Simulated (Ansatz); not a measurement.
Au (fcc (Cu type), Fm-3m) under volume change, the program Ansatz at the LDA level (PAW), scaled uniformly.

| V (Å³/atom) | E − E(relaxed) (meV/atom) | P (GPa) |
|---|---|---|
| 15.072 | 100.3 | 23.98 |
| 15.569 | 41.4 | 14.33 |
| 16.066 | 9.6 | 6.43 |
| 16.562 | 0.0 | 0.00 |
| 17.059 | 8.4 | -5.24 |
| 17.556 | 31.5 | -9.51 |
| 18.053 | 66.6 | -12.99 |

What does a third-order Birch–Murnaghan fit give for V₀, B₀ and B′?

V₀ = 16.56 Å³/atom, B₀ = 194 GPa, B′ = 5.8.

The LDA relaxation kept the symmetry of its start; phonons on a q-mesh show no instability. Scalar-relativistic: spin–orbit coupling is off unless named, which matters more the heavier the elements.

Potentials: the earlier of the program's two PAW sets.
